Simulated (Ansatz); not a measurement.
Method: r2SCAN, no spin polarisation; PAW, plane waves to 500 eV, 8×9×4 Γ-centred mesh, fermi-dirac occupations (width 0.1 eV) (Ansatz 0.2.0), atoms fixed.

Computed maps in the lattice plane spanned by b (left to right, 3.71 Å, 11 points from zero) and c (bottom to top, 9.08 Å, 26 points from zero), 90° apart, at height 0.250 along a. The fields are smooth PAW ones with compensation charges, not the true ones near nuclei.

Valence density. Digits on a logarithmic scale: 0 up to 0.03 e/Å³, each further digit a factor of 1.6, 9 from 1.3 e/Å³ up:
```
69999853223
69999742013
57998631002
35665420001
12333100000
00000000000
00000000000
00000000000
00000000000
00000000000
00000000000
00000000000
02222100000
34555320001
56787642013
68888753124
78758864235
78758864235
78888764235
57887654554
55565568987
63333489999
73223599999
64444589999
55776568997
58999655654
```

Q: The cell is CaBrO. Which atoms lie within 0.2 Å of this plane, and where (fractions of b and c)?

A: Ca at (0.75, 0.11), O at (0.25, 0.94), Br at (0.25, 0.33). The whole cell:
```yaml
crystal:
  lattice:
    - [4.03338, 0.00000, 0.00000]
    - [0.00000, 3.71386, 0.00000]
    - [0.00000, 0.00000, 9.08388]
  atoms:
    - { symbol: Ca, position: [0.25000, 0.75000, 0.11080] }
    - { symbol: Ca, position: [0.75000, 0.25000, 0.88920] }
    - { symbol: O, position: [0.25000, 0.25000, 0.94500] }
    - { symbol: O, position: [0.75000, 0.75000, 0.05500] }
    - { symbol: Br, position: [0.25000, 0.25000, 0.32800] }
    - { symbol: Br, position: [0.75000, 0.75000, 0.67200] }
```

Origin: a known structure type with other elements, at an estimated volume, so it need not be a known compound. Caveats: many states at the Fermi level without spin polarisation, so a magnetic state may lie lower.
